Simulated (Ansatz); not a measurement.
CsPbBr$_{3}$ (Pnma), relaxed with PBEsol (Ansatz, a program for electronic structure, plane waves, PAW): a = 8.3925 Å, b = 11.6403 Å, c = 7.9783 Å, α = 90.00°, β = 90.00°, γ = 90.00°.

```
Property                         Value
-------------------------------  -----
gap (eV)                          1.85
ΔH_f (eV/atom)                   -1.28
B₀ by P(V) fit (GPa)              17.1
K_Hill (GPa)                      18.8
G_Hill (GPa)                       6.8
electron conductivity mass (mₑ)   0.29
Θ_D (K)                            116
```

The same phase is relaxed and computed with r²SCAN in the same code. What are the cell and these values now?

a = 8.4568 Å, b = 11.8071 Å, c = 8.1245 Å, α = β = γ = 90.00°.

- gap (eV) = 2.41
- ΔH_f (eV/atom) = -1.50
- B₀ by P(V) fit (GPa) = 17.8
- K_Hill (GPa) = 18.9
- G_Hill (GPa) = 7.1
- electron conductivity mass (mₑ) = 0.31
- Θ_D (K) = 119

All cells were relaxed under the symmetry of their starts (and spin orders); stability against distortions was not tested throughout. Scalar-relativistic: spin–orbit coupling is off unless named, which matters more the heavier the elements.

Potentials: the later of the program's two PAW sets.

Ansatz is a plane-wave DFT program.

Formation energies count from the lowest solids of the elements computed at the same level, not from gases.
